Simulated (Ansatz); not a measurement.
A distorted cell of Se (trigonal-Se type, space group P3_121):

```yaml
crystal:
  lattice:
    - [4.03942, 0.00000, 0.00000]
    - [-2.01971, 3.49824, 0.00000]
    - [0.00000, 0.00000, 5.12067]
  atoms:
    - { symbol: Se, position: [0.24866, 0.24866, 0.50000] }
    - { symbol: Se, position: [0.75134, 0.00000, 0.83333] }
    - { symbol: Se, position: [0.96474, 0.68083, 0.16667] }
```

Method: PBEsol (plane waves to 420 eV, PAW, scalar-relativistic; Ansatz, a program for electronic structure). k mesh 8×8×5 (Γ-centred), Fermi-Dirac smearing 0.05 eV. The energy includes the smearing's −TS. Stress and pressure are positive under compression. As the smearing reaches across the gap at some points, energies and forces of such displacements shift with the k mesh and the smearing. Se was relaxed with its symmetry unable to fall.

Question: What forces act on the atoms (eV/Å, Cartesian)?

Answer: 
```json
[
 {"atom": "Se1", "Fx": "-0.116", "Fy": "-0.443", "Fz": "-0.011"},
 {"atom": "Se2", "Fx": "0.120", "Fy": "-0.365", "Fz": "0.102"},
 {"atom": "Se3", "Fx": "-0.004", "Fy": "0.808", "Fz": "-0.091"}
]
```

Question: Give the stress tensor in GPa and the pressure.

Answer: 
```
   -1.2      0.9     -0.9
    0.9     -3.9     -0.9
   -0.9     -0.9     -2.2
```
The pressure, a third of the trace, is -2.4 GPa.

Question: In it atom 3 sits (0.000, -0.247, 0.000) Å away from its relaxed site. What is its energy relative to the relaxed cell?

Answer: 117 meV/cell.

(A displaced cell: forces are minus the slopes of the energy, force constants its curvatures, and phonons follow from these.)
